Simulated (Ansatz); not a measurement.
Data:

SnMo2C:
```yaml
crystal:
  lattice:
    - [3.15805, 0.00000, 0.00000]
    - [-1.57903, 2.73496, 0.00000]
    - [0.00000, 0.00000, 13.37251]
  atoms:
    - { symbol: Sn, position: [0.33333, 0.66667, 0.75000] }
    - { symbol: Sn, position: [0.66667, 0.33333, 0.25000] }
    - { symbol: Mo, position: [0.33333, 0.66667, 0.08106] }
    - { symbol: Mo, position: [0.66667, 0.33333, 0.58106] }
    - { symbol: Mo, position: [0.66667, 0.33333, 0.91894] }
    - { symbol: Mo, position: [0.33333, 0.66667, 0.41894] }
    - { symbol: C, position: [0.00000, 0.00000, 0.00000] }
    - { symbol: C, position: [0.00000, 0.00000, 0.50000] }
```

This is the PBEsol-relaxed structure. x, y and z are the axes in which the lattice vectors are written.

### Question
All from DFT-PBEsol in the program Ansatz with PAW potentials, unless another level is named. Estimate the Young's modulus.

### Answer
172 GPa.

### Question
And the elastic constants (relaxed ions, GPa)?

### Answer
C11 = 286, C12 = 158, C13 = 147, C33 = 329, C44 = 54.0.

Space group P6_3/mmc. The start of the workflow was typed in or built on a structure type; neither database checked (COD, Materials Project) lists it. Its standing as an ambient phase is unchecked. The PBEsol relaxation kept the symmetry of its start; its stability against distortions is not shown here. The run is not spin-polarised. As this level gives no gap, shear constants depend on the k-mesh and smearing (Fermi–Dirac, 0.1 eV here). Scalar-relativistic: spin–orbit coupling is off unless named, which matters more the heavier the elements.

Potentials: the earlier of the program's two PAW sets. The files were generated under PBE; for other functionals the program regenerates the frozen cores, and for LDA and PBEsol the local potential too.
